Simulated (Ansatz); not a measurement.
## La2Zn5Si, a known structure type with other elements, at an estimated volume

```
La Si Zn
1.0
     4.46274    0.00000    0.00000
     2.23137   -8.24814    0.00000
     0.00000    0.00000   -8.98632
La Si Zn
4 2 10
Direct
  0.79410 0.41180 0.75000
  0.20590 0.58820 0.25000
  0.00000 0.00000 0.00000
  0.00000 0.00000 0.50000
  0.44414 0.11172 0.75000
  0.55586 0.88828 0.25000
  0.18537 0.62926 0.89151
  0.81463 0.37074 0.39151
  0.81463 0.37074 0.10849
  0.18537 0.62926 0.60849
  0.34295 0.31410 0.98612
  0.65705 0.68590 0.48612
  0.65705 0.68590 0.01388
  0.34295 0.31410 0.51388
  0.60411 0.79178 0.75000
  0.39589 0.20822 0.25000
```

The numbers come from plane-wave PAW DFT (Ansatz): PBE, no spin polarisation, 420 eV, 7×7×4 Γ-centred k points, fermi-dirac occupations (width 0.1 eV). Nothing was relaxed.

Electronic structure: It is a metal, with about 7.7 states/eV a cell as the mean within 0.25 eV of the Fermi level.
Contacts: Zn–Zn at 2.53 Å: least valence density 0.29 e/Å³ and ELF 0.32 there. La–Zn at 3.13 Å: least valence density 0.16 e/Å³ and ELF 0.16 there. La–Si at 3.30 Å: least valence density 0.15 e/Å³ and ELF 0.21 there. Si–Zn at 2.64 Å is left out, since its least density falls inside a PAW sphere. These are pseudo-fields; inside the PAW spheres they differ from the all-electron ones.
Charges: Bader charges in e: La +1.30 to +1.41, Zn -0.39 to -0.14, Si -1.17. In the mean La gives up most and Si takes most.
Forces: The largest is on Zn15 (and as large on other atoms): 0.83 eV/Å, components (0.00, -0.83, 0.00). It makes 110° with the line to a nearest neighbour, Zn12 at 2.53 Å.

Origin: a known structure type with other elements, at an estimated volume, so it need not be a known compound. Caveats: f levels without a U or exact exchange are poorly placed.

Cost: 4.9 min on 1 thread of Arm Neoverse V2, on a shared host, peak memory 1.3 GiB (start from a saved density). The time holds forces, stress, Bader, DOS, ELF.
